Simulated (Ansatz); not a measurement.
NbAg in space group Pmma (No. 51; Ag on 2e, Nb on 2f), PBE in the plane-wave PAW code Ansatz, all energies at zero smearing, with the estimated change up to a 700 eV cutoff added, with one set of potentials and settings (totals compare only within such a set). Cell of 4 atoms (2 Ag, 2 Nb): -24284.594 eV.

```tsv
element	reference phase	E (eV/atom)
Ag	R-3m, 3 atoms in the cell	-7590.5531
Nb	Im-3m, 1 atoms in the cell	-4552.2836
```

Formation energy per atom, worked out: (-24284.594 − 2×(-7590.5531) − 2×(-4552.2836))/4 = 0.270 eV/atom (26 kJ per mol of atoms), at 0 K, without zero-point energy or fitted corrections.

The start of the workflow was typed in or built on a structure type; neither database checked (COD, Materials Project) lists it. Its standing as an ambient phase is unchecked. The cell was relaxed with PBE under the symmetry of its start; its stability against distortions is not shown here. The run is not spin-polarised. Its formation energy is positive at this level, so the cell may be metastable or incomplete. The references are the lowest solids computed at this level, not always the standard phases.

Potentials: the later of the program's two PAW sets.
